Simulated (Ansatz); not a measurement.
Data:

LaAlH$_{6}$:
```xyz
8
Lattice="3.2544 1.8789 2.0916 -3.2544 1.8789 2.0916 0.0000 -3.7578 2.0916" Properties=species:S:1:pos:R:3 pbc="T T T"
La     0.0000     0.0000     3.1375
Al     0.0000     0.0000     0.0000
H      2.1037     1.2146     3.1914
H     -2.1037    -1.2146     3.0835
H     -2.1037     1.2146     3.1914
H      2.1037    -1.2146     3.0835
H      0.0000    -2.4291     3.1914
H      0.0000     2.4291     3.0835
```

This is the HSE06-relaxed structure.

Task: All from HSE06 (plane waves, PAW; program Ansatz), unless another level is named. Give the band gap.

Result: 3.36 eV (indirect).

Task: Give the smallest direct gap on the standard path.

Result: 4.05 eV.

Task: Give the valence-band maximum.

Result: at L.

Task: Next, the conduction-band minimum?

Result: at Γ.

Space group R-3m. The workflow started from a Materials Project entry (that database holds measured and hypothetical structures alike); the Crystallography Open Database copy checked does not list it. Whether it is the stable phase at ambient conditions was not checked. The cell was relaxed with HSE06 under the symmetry of its start; whether a distortion lowers the energy is not shown. The hybrid was solved on a coarse mesh, the path and, where they were found, the r²SCAN edge points; its band edges are the extreme levels among these. Scalar-relativistic: spin–orbit coupling is off unless named, which matters more the heavier the elements.

Potentials: the later of the program's two PAW sets.
